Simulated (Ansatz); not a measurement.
# VGe₃ (Pm-3n): electronic heat capacity from the density of states

Level of theory: DFT r2SCAN, scalar-relativistic, plane waves, PAW (Ansatz).

Plane waves to 500 eV, a k mesh through Γ of 8×8×8 on the computed 8-atom cell and Gaussian smearing (0.10 eV); collinear spin from starting moments 2.07 2.07 0 0 0 0 0 0 μB.

Relaxed cell: Pm-3n, a = 5.072 Å, b = 5.072 Å, c = 5.072 Å, α = 90.00°, β = 90.00°, γ = 90.00°, 8 atoms in the primitive cell. Whether it is the stable form of this composition wasn't checked.

The density of states at the Fermi level is 4.102 states/eV in the cell of 8 atoms (2 formula units; both spins, tetrahedra on a 12×12×12 mesh). The run ends with a moment of 3.96 μB a cell (largest on a site 1.88 μB), and the figure is for this state; a paramagnetic sample can have a quite different one. Another magnetic order, if the compound takes it, can change N(E_F) and the shape of the cell a good deal.

Question: What Sommerfeld coefficient does this give?

Answer: Per formula unit N(E_F) = 2.051 states/eV. γ = (π²/3) k_B² N(E_F) N_A = 2.357 mJ/(mol K²) per state/eV, so γ = 4.8 mJ/(mol K²), a mole of formula units. This is the bare band result: a measured γ of the same phase and magnetic order is as a rule larger by a factor 1 + λ from phonons and spin fluctuations. N(E_F) at one energy is sensitive to the mesh where the density of states has sharp peaks.

The state reached may not be the lowest one.

Only this magnetic start was tried.

Cost: 1 run of about 2.4 core-minutes, on AMD EPYC 9R45 (Zen 5) (shared hosts).